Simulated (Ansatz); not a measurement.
LiNbO₃ in space group R-3 (No. 148; Li on 6c, Nb on 6c, O on 18f) under volume change, plane-wave PAW PBEsol (Ansatz code), shape and atoms relaxed at each volume.

```tsv
V (Å³/atom)	E − E(relaxed) (meV/atom)	P (GPa)
10.053	27.2	9.67
10.385	11.3	5.80
10.716	2.7	2.65
11.048	0.0	0.00
11.379	2.4	-2.20
11.710	8.8	-4.03
12.042	18.8	-5.54
```

**Question.** What does a third-order Birch–Murnaghan fit give for V₀, B₀ and B′?

**Answer.** V₀ = 11.05 Å³/atom, B₀ = 80.3 GPa, B′ = 5.2.

The workflow started from a Materials Project entry (that database holds measured and hypothetical structures alike); the Crystallography Open Database files this formula in space group No. 148, but the cells were not matched. It is not the phase usual at ambient conditions (space group No. 161). Symmetry was held in the PBEsol relaxation; its stability against distortions is not shown here. The run is not spin-polarised.

Potentials: the later of the program's two PAW sets.
